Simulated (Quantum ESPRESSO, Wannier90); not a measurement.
# Tight-binding from DFT: InP (zinc blende)

```xyz
2
Lattice="0.0000 2.9520 2.9520 2.9520 0.0000 2.9520 2.9520 2.9520 0.0000" Properties=species:S:1:pos:R:3 pbc="T T T"
In     0.0000     0.0000     0.0000
P     -1.4760    -1.4760    -1.4760
```

Materials Project entry mp-20351; symmetrised, unrelaxed at this level. COD (Crystallography Open Database) has an entry of this formula and space group (matched by these alone). Computed values, not measurements, from PBEsol: Quantum ESPRESSO (norm-conserving PseudoDojo potentials, cutoff 56 Ry, spinors with spin-orbit coupling) on a Γ-centred 8×8×8 mesh, then Wannier90. Density: 10×10×10 mesh, Gaussian smearing 0.01 Ry.

The plane-wave run has 40 bands and 18 electrons a cell. On the energy scale of pw.x, whose zero is arbitrary, the valence-band maximum lies at 6.80 eV.

Isolated groups of bands, relative to the valence-band maximum (bands from 19 on overlap up to the last one computed):

```json
[
 {"bands": "1–4", "from (eV)": "-14.72", "to (eV)": "-14.59", "filling": "filled", "weight on atomic waves": "In 4d 98 %"},
 {"bands": "5–10", "from (eV)": "-13.95", "to (eV)": "-13.71", "filling": "filled", "weight on atomic waves": "In 4d 98 %"},
 {"bands": "11–12", "from (eV)": "-11.43", "to (eV)": "-9.04", "filling": "filled", "weight on atomic waves": "P 3s 58 %, In 5p 23 %, In 5s 12 %"},
 {"bands": "13–18", "from (eV)": "-5.75", "to (eV)": "0.00", "filling": "filled", "weight on atomic waves": "P 3p 62 %, In 5p 21 %, In 5s 13 %"}
]
```

Input w.win, without the blocks of cell, atoms and k-points (512 lines):

```
num_bands = 30
num_wann = 16
exclude_bands = 1-10
spinors = true
num_iter = 1000
conv_tol = 1.0e-6
conv_window = 4
dis_num_iter = 1000
dis_conv_tol = 1.0e-6
dis_froz_max = 8.76
dis_win_max = 14.98
write_hr = true
write_u_matrices = true
begin projections
f=-0.00732,-0.00830,0.00321: s;p
f=-0.24621,-0.26379,-0.24097: s;p
end projections
mp_grid = 8 8 8
```

wannier90.x stops with:
```
dis_windows: Energy window contains fewer states than number of target WFs
```
At some k-point the outer window holds fewer bands than num_wann, so no subspace of that size can be extracted. Mended as below, all else unchanged, the run goes through (Ω_I = 23.4 Å²) and follows the plane-wave bands to 5.1 meV rms (states up to 1.5 eV relative to the valence-band maximum).
Remove the line dis_win_max = 14.98.
